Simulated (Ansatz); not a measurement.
SnSe2:
```xyz
3
Lattice="3.8290 0.0000 0.0000 -1.9145 3.3160 0.0000 0.0000 0.0000 6.2850" Properties=species:S:1:pos:R:3 pbc="T T T"
Sn     0.0000     0.0000     0.0000
Se     0.0000     2.2107     1.5736
Se     1.9145     1.1053     4.7113
```

This is the r²SCAN+D4-relaxed structure. Tensor components refer to the Cartesian frame of this cell.

**Question.** All from the program Ansatz at the r²SCAN+D4 level (PAW), unless another level is named. Give the electron effective mass.

**Answer.** 0.20, 0.45, 0.63 mₑ (principal values).

**Question.** Give the hole effective mass with spin–orbit coupling.

**Answer.** 0.32, 0.66, 1.7 mₑ (principal values).

**Question.** Next, the smallest direct gap on the standard path?

**Answer.** 1.49 eV.

**Question.** Predict the hole effective mass.

**Answer.** 0.18, 1.1, 3.1 mₑ (principal values).

**Question.** Next, the weight of the conduction-edge state by species (Voronoi cells)?

**Answer.** Se 68 %, Sn 32 %.

**Question.** And the conduction-band minimum?

**Answer.** off the standard path, at k = (0.000, -0.461, -0.346).

Space group P-3m1 (CdI2 type). The cell was relaxed with r²SCAN+D4 under the symmetry of its start. Spin–orbit coupling is left out wherever it is not named.

Potentials: the later of the program's two PAW sets.
